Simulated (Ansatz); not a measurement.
Re:
```yaml
crystal:
  lattice:
    - [2.77539, 0.00000, 0.00000]
    - [-1.38769, 2.40356, 0.00000]
    - [0.00000, 0.00000, 4.48293]
  atoms:
    - { symbol: Re, position: [0.33333, 0.66667, 0.75000] }
    - { symbol: Re, position: [0.66667, 0.33333, 0.25000] }
```

Relaxed with PBE. Special points in fractions of this cell's reciprocal vectors: Γ (0.000, 0.000, 0.000); M (0.500, 0.000, 0.000); K (0.333, 0.333, 0.000); A (0.000, 0.000, 0.500); L (0.500, 0.000, 0.500); H (0.333, 0.333, 0.500).

**Question.** List the band energies nearest the Fermi level at these points for PBE in the plane-wave PAW code Ansatz.

**Answer.** In eV from the Fermi level; about four levels below and three above (degenerate sets whole), none deeper than 8.9 eV; … stands for higher levels left out; points with the same levels are listed once.

| k | below | above |
|---|---|---|
| Γ | -1.53 -1.53 -1.53 -0.71 -0.71 | 0.20 0.20 0.58 |
| M | -1.87 -1.72 -1.34 -0.58 | 3.91 4.31 4.43 |
| K | -3.29 -2.07 -2.07 -0.02 | 2.99 2.99 3.45 |
| A | -1.65 -1.65 -1.65 -1.65 | … |
| L | -6.16 -6.16 -3.99 -3.99 | 0.40 0.40 0.89 0.89 |
| H | -3.64 -3.64 -2.11 -2.11 | 0.08 0.08 3.30 3.30 |

Space group P6_3/mmc (hcp (Mg type)). The cell was relaxed with PBE under the symmetry of its start. No spin polarisation was allowed. Spin–orbit coupling is left out wherever it is not named.

Potentials: the earlier of the program's two PAW sets.
